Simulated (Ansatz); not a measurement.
Perturbing Ti

Base: a COD entry, whose atoms a relaxation with PBE at fixed cell left in place.

```
CELL_PARAMETERS angstrom
2.95000 0.00000 0.00000
-1.47500 2.55477 0.00000
0.00000 0.00000 4.68600
ATOMIC_POSITIONS crystal
Ti 0.33333 0.66667 0.25000
Ti 0.66667 0.33333 0.75000
```

Atom numbers follow the list; atoms alike are taken as one site, whose name carries the number of the first.

The numbers come from a DFT calculation in Ansatz (PBE, plane waves and PAW, scalar-relativistic, 420 eV cutoff, Γ-centred 18×18×10 k-points, Fermi–Dirac smearing 0.05 eV).

Question: Variant: z compressed by 2 %, ions relaxed. What happens to the gradients (10²¹ V/m²)?

Answer: 

| site | atoms | V_zz base | η base | V_zz variant | η variant |
| --- | --- | --- | --- | --- | --- |
| Ti | 1, 2 | 1.86 | 0.00 | 2.35 | 0.00 |

The largest change of V_zz is on Ti, from 1.86 to 2.35.

With no gap above 0.1 eV, as in a metal, the gradients converge slowly in k; expect changes of a tenth or more on a denser mesh.
